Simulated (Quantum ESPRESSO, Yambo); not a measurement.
## Levels of theory for the gap of K₂NaRhF₆

K2NaRhF6 (space group Fm-3m, No. 225): one geometry, one set of PBEsol (Quantum ESPRESSO, PseudoDojo norm-conserving, 88 Ry, scalar-relativistic) orbitals, self-energies from Yambo (2×2×2 Γ-centred k mesh, bands 6 to 299 and a 8 Ry block in the screening, 299 bands in G with the Bruneval-Gonze terminator, plasmon pole fitted at 27.2 eV).

The geometry is that of Materials Project entry mp-14039, symmetrised and not relaxed again.

```csv
level,gap X → X (eV),rough Yambo cost
PBEsol (Quantum ESPRESSO),1.74,–
exchange only (Hartree-Fock self-energy on PBEsol orbitals),14.14,about 1/10 (6 states)
static COHSEX@PBEsol,6.59,within a factor of two (2 states)
"G0W0@PBEsol, plasmon pole",5.56,1 (6 states)
```

Bare exchange has no screening and gives the widest gap; static COHSEX screens it but leaves out the frequency dependence, which G0W0 restores.

Costs are rough ratios of core time on shared machines.

Nearest settings tried, and what they do to the gap: 119 bands in G: +35 meV; 119 bands in W, 119 bands in G: +111 meV; 7 Ry block (339 vectors against 459): -21 meV. Not varied: mesh. So the settings aren't converged at that level. The k mesh is coarse.

Spin-orbit splittings are left out.
